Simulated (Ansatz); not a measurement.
Ansatz input

```yaml
crystal:
  lattice:
    - [4.9121531921, 0.0, 0.0]
    - [0.0, 4.9121531921, 0.0]
    - [0.0, 0.0, 4.9121531921]
  atoms:
    - { symbol: P, position: [0.0, 1.0, 1.0] }
    - { symbol: P, position: [0.5, 0.5, 0.5] }
    - { symbol: P, position: [0.25, 0.0, 0.5] }
    - { symbol: P, position: [0.75, 0.0, 0.5] }
    - { symbol: P, position: [0.5, 0.25, 0.0] }
    - { symbol: P, position: [0.5, 0.75, 1.0] }
    - { symbol: P, position: [1.0, 0.5, 0.25] }
    - { symbol: P, position: [1.0, 0.5, 0.75] }
hamiltonian:
  xc: r2scan
  pseudopotentials:
    kind: paw
    azcp:
      P: "pseudopotentials/P.paw.azcp"
basis:
  ecutwfc: 500
  fft_grid_basis: typed
kpoints:
  mp_grid: { grid: [7, 7, 7], shift: [0, 0, 0] }
magnetization:
  spin_polarized: false
scf:
  occupations: { method: fermi_dirac, width: 0.1 }
```

and its output:

```
Engine: ansatz 0.2.0, x86_64-unknown-linux-gnu
Pseudopotentials: kind: paw
Pseudopotential: P, paw, valence charge 5, recommended cutoff 500 eV (meta_gga) 
Functional definition: r2SCAN
  parameter k0 = 0.174
  parameter k1 = 0.065
  parameter a1 = 4.9479
  exchange = r2scan_x(k0 = k0, k1 = k1, a1 = a1)
  correlation = r2scan_c
Crystal: 8 atoms, lattice volume = 118.527 Å³
Basis set: ecut = 500 eV, 2969 PW (Γ), exchange–correlation on 144×144×144 points (64 copies of the dense FFT grid, shifted against one another)
Bands: 28, of which v1, the nominal top of the filled ones, is band 20 counted from 1 (19 counted from 0)
Symmetry: 48 space group operations
Space group: Pm-3n (ITA 223), of the structure as read, at distance tolerance 4.9e-5 Å
k-points: 20 of 343
Non-local potential: P, projectors of the file, l = 0: 2, l = 1: 2, l = 2: 2
PAW form: soft (Blöchl's): semilocal exchange-correlation on the pseudo side does not see the compensation charge
PAW frozen core: P, regenerated for the run's functional (the file was generated under x = pbe(κ = 0.804, μ = 0.2195149727645171), c = pbe(β = 0.06672455060314922))
PAW one-centre angular grid: P, 302 points (default); XC on 160 Gauss nodes
Initial density: superposition of atomic densities (neutral atoms: chi_scale 0, normalization atom), corrected by the library's trained network
Initial wavefunctions: pseudopotential atomic-orbital guess
Functional: x = r2scan, c = r2scan; τ floored in thin density (d = 2e-4 eV/Å³)
SCF iter   1: F=—  HF=-6064.305371 eV  |F-HF|=—  |Δ(HF+E_count)|=         —  Δρ=4.55e-3  dr2=2.15e-2  dr2_τ=1.66e-2  ethr=1.77e-3  ⟨swp⟩=7.9  Hψ=3197  notcnv=0
SCF iter   2: F=—  HF=-6064.383553 eV  |F-HF|=—  |Δ(HF+E_count)|=   7.82e-2  Δρ=2.63e-3  dr2=6.50e-3  dr2_τ=3.67e-4  ethr=5.37e-5  ⟨swp⟩=2.0  Hψ=1280  notcnv=0
SCF iter   3: F=—  HF=-6064.383382 eV  |F-HF|=—  |Δ(HF+E_count)|=   1.71e-4  Δρ=4.43e-4  dr2=1.95e-4  dr2_τ=2.16e-5  ethr=1.63e-5  ⟨swp⟩=2.5  Hψ=968  notcnv=0
SCF iter   4: F=—  HF=-6064.383492 eV  |F-HF|=—  |Δ(HF+E_count)|=   1.10e-4  Δρ=1.12e-4  dr2=9.62e-6  dr2_τ=2.49e-6  ethr=4.89e-7  ⟨swp⟩=2.1  Hψ=987  notcnv=0
SCF iter   5: F=—  HF=-6064.383504 eV  |F-HF|=—  |Δ(HF+E_count)|=   1.17e-5  Δρ=1.86e-5  dr2=4.10e-7  dr2_τ=5.14e-8  ethr=2.41e-8  ⟨swp⟩=2.0  Hψ=986  notcnv=0
SCF iter   6: F=-6064.383504 eV  HF=-6064.383504 eV  |F-HF|=1.21e-7  |Δ(HF+E_count)|=   2.25e-7  Δρ=8.68e-6  dr2=7.28e-8  dr2_τ=1.74e-9  ethr=2.50e-10  ⟨swp⟩=2.5  Hψ=1062  notcnv=0
SCF 1 converged in 6 iterations: F = -6064.383504 eV  dr2 = 7.28e-8
SCF converged after 6 iterations
Free energy (F): -6064.383504 eV
Harris-Foulkes:  -6064.383504 eV  (|F-HF|=1.21e-7)
Internal energy: -6064.226193 eV  (E = F + TS)
E sigma→0 (E₀):  -6064.304849 eV
Entropy (-TS):   -0.157311 eV (-19.664 meV/atom)
Fermi energy:    10.922729 eV
--- Per-component energies (eV) ---
  E_band       = 164.764382
  E_kinetic    = 552.195898
  E_local      = -150.908167  (includes V_loc(G=0)·N_el)
  E_nonlocal   = 264.625994
  E_hartree    = 26.842977
  E_xc         = -461.580555
  E_vxc        = -518.700805  (∫ρ·V_xc dr)
  E_paw        = -4605.158502  (= ΣΔE_a)
  E_vpaw       = -62.420574  (= ΣTr[D̂ρ^β])
  E_aug_tail   = 0.000004  (compensation charges beyond the density's cutoff)
  E_vtau       = 26.283319  (kinetic-family band-sum trace: ∫τ·v_τ [+ j·A + Jᵃ·Aᵃ] dr)
  E_ewald      = -1689.517104
  E_core_change = -0.726737  (= ΣΔE_core)
  E_smearing   = -0.157311  (= −TS)
  E_closure    = -0.000000  (closes the sum)
  Σ components = -6064.383504   (vs F -6064.383504, Δ=0.00e0)
```
